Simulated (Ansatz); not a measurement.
TaRu:
```
CELL_PARAMETERS angstrom
      0.00000     2.58428     2.58428
      2.58428     0.00000     2.58428
      2.58428     2.58428     0.00000
ATOMIC_POSITIONS crystal
  Ru 0.00000 0.00000 0.00000
  Ta 0.50000 0.50000 0.50000
```

Relaxed with r²SCAN. Special points in fractions of this cell's reciprocal vectors: Γ (0.000, 0.000, 0.000); X (0.500, 0.000, 0.500); U (0.625, 0.250, 0.625); K (0.375, 0.375, 0.750); L (0.500, 0.500, 0.500); W (0.500, 0.250, 0.750).

Problem. List the band energies nearest the Fermi level at these points for DFT-r²SCAN in the program Ansatz with PAW potentials.

Solution. In eV from the Fermi level; about four levels below and three above (degenerate sets whole), none deeper than 8.9 eV; points with the same levels are listed once.

```
k                          below           above
-  -----------------------------  --------------
Γ  -4.72 -4.72 -4.13 -4.13 -4.13  4.18 4.18 4.18
X        -2.80 -0.65 -0.65 -0.39  2.95 2.95 4.21
U        -2.97 -2.81 -2.65 -1.09  1.06 2.25 2.33
L        -1.01 -1.01 -0.53 -0.53  1.25 2.13 2.13
W        -3.28 -1.26 -0.63 -0.06  2.11 2.11 2.90
```

Space group Fm-3m (rock salt). The start of the workflow was typed in or built on a structure type; neither database checked (COD, Materials Project) lists it. COD files the formula under space group No. 123, 221, so this cell is another polymorph or a model. Whether it is the stable phase at ambient conditions was not checked. The cell was relaxed with r²SCAN under the symmetry of its start. At this level the phase is mechanically unstable. No spin polarisation was allowed. Its formation energy is positive at this level, so the cell may be metastable or incomplete. Scalar-relativistic: spin–orbit coupling is off unless named, which matters more the heavier the elements.

Potentials: the later of the program's two PAW sets.
